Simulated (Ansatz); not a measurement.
ZnCd2O3: stable or not

It was reached by relaxing an invented guess, and it needn't be the stable form of this composition.

Theory: Ansatz, DFT PBE, scalar-relativistic, plane waves, PAW. Plane waves to 420 eV, a 12×12×6 mesh through Γ for the 6-atom cell and 0.10 eV Gaussian smearing; no spin polarisation.

```yaml
crystal:
  lattice:
    - [3.25862, 0.00000, 0.00000]
    - [-1.62931, 2.82205, 0.00000]
    - [0.00000, 0.00000, 8.06699]
  atoms:
    - { symbol: Zn, position: [0.00000, 0.00000, 0.00000] }
    - { symbol: Cd, position: [0.33333, 0.66667, 0.67626] }
    - { symbol: Cd, position: [0.66667, 0.33333, 0.32374] }
    - { symbol: O, position: [0.66667, 0.33333, 0.85570] }
    - { symbol: O, position: [0.00000, 0.00000, 0.50000] }
    - { symbol: O, position: [0.33333, 0.66667, 0.14430] }
```

Energies over the elements count from the elements' standard structures at the same level (O₂ as a molecule), with no fitted energy shifts.

Question: These tests were run: energy against the elements; phonons on a 3×3×1 q mesh; elastic tensor. What do they show?

Answer:

```json
{"test": "energy against the elements", "result": "−1.06 eV/atom"}
{"test": "phonons on a 3×3×1 q mesh", "result": "no imaginary mode on the mesh, but the interpolation dips to 37i cm⁻¹ between its points"}
{"test": "elastic tensor", "result": "least eigenvalue 24 GPa"}
```

It fails none of these tests outright. Other phases of the system weren't compared here, so this isn't yet thermodynamic stability. Undecided within the accuracy: phonons on a 3×3×1 q mesh.

The run for the phonons used a 12×12×6 k mesh and Fermi–Dirac smearing of 0.15 eV. The run for the elastic tensor used a 12×12×6 k mesh and Fermi–Dirac smearing of 0.15 eV.
